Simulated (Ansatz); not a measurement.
What a trial cell of YCu₂Sb₃ relaxes into

These are results of DFT PBE, scalar-relativistic, plane waves, PAW in Ansatz 0.2.0, not measurements. Cutoff 420 eV, Gaussian smearing, Γ-centred meshes. Cell and atoms relax first on a coarse mesh and then on a finer one. In between, the cell is made exact in the group found at 0.06 Å. In metals the finer mesh still leaves noise of several meV/atom or more. The steps can't lower the symmetry of their start. No spin polarisation.

Recipe of this trial structure of YCu₂Sb₃: random cell by space group and Wyckoff sites (R-3m, No. 166). The dimensions are guesses.

```cif
data_structure
_symmetry_space_group_name_H-M 'P 1'
_symmetry_Int_Tables_number 1
_cell_length_a 6.5395
_cell_length_b 6.5395
_cell_length_c 6.5395
_cell_angle_alpha 64.656
_cell_angle_beta 64.656
_cell_angle_gamma 64.656
_cell_volume 217.92
loop_
_atom_site_label
_atom_site_type_symbol
_atom_site_fract_x
_atom_site_fract_y
_atom_site_fract_z
_atom_site_occupancy
Y1 Y 0.00000 0.00000 0.00000 1
Cu1 Cu 0.66722 0.66722 0.66722 1
Cu2 Cu 0.33278 0.33278 0.33278 1
Sb1 Sb 0.50000 0.50000 0.00000 1
Sb2 Sb 0.00000 0.50000 0.50000 1
Sb3 Sb 0.50000 0.00000 0.50000 1
```

Energies over the elements count from the elements' standard structures at the same level, with no fitted energy shifts.

Question: Which structure results?

Answer: The symmetry stays R-3m (No. 166). The volume per atom shrinks by 24.9 %, from 36.3 to 27.3 Å³. The shortest distance goes from 2.02 Å (Cu–Sb) to 2.34 Å (Cu–Cu). The ratio c/a of the conventional cell changes by a factor of 0.40. The energy falls by about 2.0 eV/atom (the start's value is from the coarse mesh). Conventional cell: a = 8.621 Å, c = 7.631 Å. Y is surrounded by 2 Cu at 2.65 Å, 6 Sb at 3.56 Å and 6 Sb at 4.31 Å; Cu is surrounded by 1 Cu at 2.34 Å, 3 Sb at 2.49 Å and 1 Y at 2.65 Å; around Sb lie 2 Cu at 2.49 Å, 2 Cu at 3.49 Å, 2 Y at 3.56 Å and 4 Sb at 3.56 Å.

```yaml
crystal:
  lattice:
    - [4.31040, 2.48861, 2.54361]
    - [-4.31040, 2.48861, 2.54361]
    - [0.00000, -4.97722, 2.54361]
  atoms:
    - { symbol: Y, position: [0.00000, 0.00000, 0.00000] }
    - { symbol: Cu, position: [0.65325, 0.65325, 0.65325] }
    - { symbol: Cu, position: [0.34675, 0.34675, 0.34675] }
    - { symbol: Sb, position: [0.50000, 0.50000, 0.00000] }
    - { symbol: Sb, position: [0.00000, 0.50000, 0.50000] }
    - { symbol: Sb, position: [0.50000, 0.00000, 0.50000] }
```

Question: How does it come out in energy, and is it a metal?

Answer:

| Quantity | Value |
| --- | --- |
| Formation energy | +0.16 eV/atom |
| Gap on the 6×6×6 mesh of the 6-atom cell | 0 eV (a metal) |

It can't be a ground state, since the elements alone are lower.

The last run used Gaussian smearing of 0.10 eV. These runs have no spin–orbit coupling, which can matter for Sb. A structure relaxed within its symmetry needn't be a true minimum.
